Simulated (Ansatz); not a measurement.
TiTe2 (CdI2 type, P-3m1) under volume change, PBE+D3(BJ) (plane waves, PAW; program Ansatz), shape and atoms relaxed at each volume.

```csv
V (Å³/atom),E − E(relaxed) (meV/atom),P (GPa)
22.929,[?],[?]
23.685,13.6,3.12
24.441,3.1,1.36
25.197,0.0,0.00
25.953,2.7,-1.10
26.709,[?],[?]
27.465,19.8,-2.40
```

### Question
Complete the blanks.

### Answer

- 22.929, E − E(relaxed) (meV/atom): 33.2
- 22.929, P (GPa): 5.24
- 26.709, E − E(relaxed) (meV/atom): 9.7
- 26.709, P (GPa): -1.86

### Question
What does a third-order Birch–Murnaghan fit give for V₀, B₀ and B′?

### Answer
V₀ = 25.19 Å³/atom, B₀ = 39.5 GPa, B′ = 7.6.

Symmetry was held in the PBE+D3(BJ) relaxation. The run is not spin-polarised. Spin–orbit coupling is left out wherever it is not named.

Potentials: the later of the program's two PAW sets.
